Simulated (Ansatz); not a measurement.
A generated cell, in the space group of a known form (sites not compared), of TiAl$_{3}$: I4/mmm (No. 139), tI16, AFLOW prototype A3B_tI16_139_cde_e (D0_23, as in ZrAl3); a = b = 3.8687 Å, c = 16.5296 Å, α = β = γ = 90.00°; Al 4c (0.000, 0.500, 0.000); Al 4d (0.000, 0.500, 0.250); Al 4e (0.000, 0.000, 0.375); Ti 4e (0.000, 0.000, 0.119). Computed with PBEsol (plane waves to 420 eV, PAW, scalar-relativistic; Ansatz, a first-principles code). Element references, the lowest calculated here: Al (Fm-3m), Ti (P6₃/mmc).

Task: What formation energy of this I4/mmm form of TiAl3 from the elements does PBEsol give?

Result: -0.41 eV/atom.

A lower structure of this composition may exist. A known form of TiAl3 has the same space group but another cell.

Static energies, no anion corrections, no zero-point energy. Values are rounded to 0.01 eV/atom. Not shown to be the ambient phase of their composition (a lower form may be missing, and a cell relaxed within its start's symmetry can be a saddle point): TiAl3 (I4/mmm). The compounds carry no spin polarisation.
